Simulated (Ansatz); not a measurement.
# What DFT gives for BaTiO$_{3}$

```
Ba Ti O
1.0
     4.02680    4.02680    0.00000
     0.00000    4.02680    4.04512
     4.02680    0.00000    4.04512
Ba Ti O
2 2 6
Direct
  0.00000 0.00000 0.00000
  0.50000 0.50000 0.50000
  0.25900 0.24100 0.24100
  0.75900 0.74100 0.74100
  0.49200 0.00800 0.00800
  0.99200 0.50800 0.50800
  0.49250 0.50750 0.00750
  0.99250 0.00750 0.50750
  0.49250 0.00750 0.50750
  0.99250 0.50750 0.00750
```

Level: r2SCAN, no spin polarisation; 500 eV; 6×6×6 Γ-centred mesh; gaussian occupations (width 0.0396 eV); Ansatz 0.2.0, fixed geometry.

Q: Which atom feels the largest force, and which way?

A: The largest is on O5 (and as large on other atoms): 0.60 eV/Å, components (0.00, 0.00, 0.60). It makes 0° with the line to a nearest neighbour, Ti3 at 1.89 Å, pointing towards it.

Q: What is the character of the valence top and the conduction bottom?

A: Within 0.7 eV of the edges, the states project mainly on O p (95 %) below the gap and on Ti d (90 %) above it.

Q: Which element gives electrons and which takes them?

A: Bader charges in e: Ba +1.58, Ti +2.31, O -1.30. In the mean Ti gives up most and O takes most.

Q: Is there a gap, and of what kind?

A: The gap is 2.14 eV, direct at the points sampled.

Q: Is the cell too large or too small?

A: The pressure is -3.9 GPa (compression positive), so with the atoms held at these fractions the cell would first shrink. The principal stresses -4.4, -4.4, -3.1 GPa differ, so its shape would change too.

Q: What is the formation energy?

A: -3.40 eV an atom against the elements' usual phases (free molecules for gases, crystals otherwise, with no correction for O₂ or N₂), so it is bound against them; other compounds may still compete. Relaxing would lower it.

Q: Describe some of the short contacts.

A: Ti–O at 1.89 Å: least valence density 0.86 e/Å³ and ELF 0.23 there. Ba–O at 2.81 Å: least valence density 0.17 e/Å³ and ELF 0.08 there, a closed-shell (ionic or weak) contact. These are pseudo-fields; inside the PAW spheres they differ from the all-electron ones.

Origin: a database entry at a rescaled volume.
